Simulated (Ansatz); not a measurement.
Mn2ZnAs2: magnetovolume behaviour

All numbers below come from DFT PBE, scalar-relativistic, plane waves, PAW (Ansatz 0.2.0).

```yaml
crystal:
  lattice:
    - [4.09900, 0.00000, 0.00000]
    - [-2.04950, 3.54984, 0.00000]
    - [0.00000, 0.00000, 6.57200]
  atoms:
    - { symbol: Mn, position: [0.33333, 0.66667, 0.36944] }
    - { symbol: Mn, position: [0.66667, 0.33333, 0.63056] }
    - { symbol: Zn, position: [0.00000, 0.00000, 0.00000] }
    - { symbol: As, position: [0.33333, 0.66667, 0.76793] }
    - { symbol: As, position: [0.66667, 0.33333, 0.23207] }
```

The plane-wave cutoff is 420 eV, the Γ-centred k-mesh is 12×12×6 and the occupation rule is Gaussian smearing, 0.1 eV. The list of starting moments (μB, in atom order) is 4 -4 0 0 0 and the check for lower electronic states after the SCF is off.

The cell is scaled evenly at fixed fractional positions, V₀ being the volume of the cell shown; start: antiferromagnetic in the cell, signs +-. The states are those that the runs reached from these starts; a lower one can exist. Energies are extrapolated to zero smearing.

Site moments are spin moments in atom-centred spheres that scale with the neighbour distance.

```csv
V/V₀,E above lowest (meV/atom),P (GPa),cell moment (μB),site moments (μB)
0.800,113.2,14.5,0.00,"Mn +2.75, Mn -2.75"
0.860,35.6,7.4,0.00,"Mn +3.10, Mn -3.10"
0.920,2.9,2.0,0.00,"Mn +3.36, Mn -3.36"
0.960,0.0,-0.7,0.00,"Mn +3.50, Mn -3.50"
1.000,8.3,-2.8,0.00,"Mn +3.63, Mn -3.63"
1.040,26.1,-4.6,0.00,"Mn +3.74, Mn -3.74"
1.100,67.0,-6.7,0.00,"Mn +3.87, Mn -3.87"
1.180,141.3,-8.7,0.00,"Mn +4.01, Mn -4.01"
```

Cost: 8 runs of about 23 core-minutes in all, on Arm Neoverse V1 (shared hosts).